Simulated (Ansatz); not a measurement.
Relaxing a structure of Cr

The start is a relaxed Cr cell displaced along its unstable phonon at q = (½, 0, 0) of its primitive reciprocal cell (180i cm⁻¹), largest move 0.15 Å. A full variable-cell relaxation at zero pressure is run with PBEsol (plane waves to 420 eV, PAW, scalar-relativistic; Ansatz, a first-principles code). The first steps use a coarse 7×14×14 k-mesh.

Initial structure:
```
CELL_PARAMETERS angstrom
      4.61735     0.00000     0.00000
      0.00000     2.30867     0.00000
      0.00000     0.00000     2.30867
ATOMIC_POSITIONS crystal
  Cr 0.00000 0.00000 0.93503
  Cr 0.50000 0.00000 0.06497
```

What is the largest force in the starting geometry, and on which atom (counted from 1)?

0.70 eV/Å, on Cr1, Cr2 (atoms numbered as listed).

How does the volume per atom move from start to end?

-3.8 %, from 12.31 to 11.83 Å³/atom.

Does it find its way back to the structure it was made from?

It does not go back: it reaches Cmmm (No. 65), 0.30 eV/atom below the parent.

How do the shortest distances between atoms change?

The closest pairs of elements (up to four, under 3.6 Å), start → end: Cr–Cr 2.31 → 2.20 Å.

What does it relax into? Give the structure.


```cif
data_Cr2
_chemical_formula_sum 'Cr2'
_space_group_name_H-M_alt 'Cmmm'
_space_group_IT_number 65
_space_group_name_Hall '-C 2 2'
_cell_length_a 2.38432
_cell_length_b 4.50327
_cell_length_c 2.20405
_cell_angle_alpha 90.000
_cell_angle_beta 90.000
_cell_angle_gamma 90.000
loop_
_atom_site_label
_atom_site_type_symbol
_atom_site_symmetry_multiplicity
_atom_site_Wyckoff_symbol
_atom_site_fract_x
_atom_site_fract_y
_atom_site_fract_z
_atom_site_occupancy
Cr1 Cr 2 a 0.00000 0.00000 0.00000 1
```
(The calculation used a cell of 1 atom; values per cell refer to that cell.)

Final values are on a 22×22×21 k-mesh of the relaxed cell. No spin polarisation in the result. A magnetic state may lie lower.

The run could not lose the symmetry of its start, so the end can be a saddle point.

The relaxed structure here is a generated cell of Cr: the first start was made by placing the elements on the sites of a structure type, and the end was not matched to a known phase here, so it may be hypothetical. Known forms of Cr include space group No. 229.
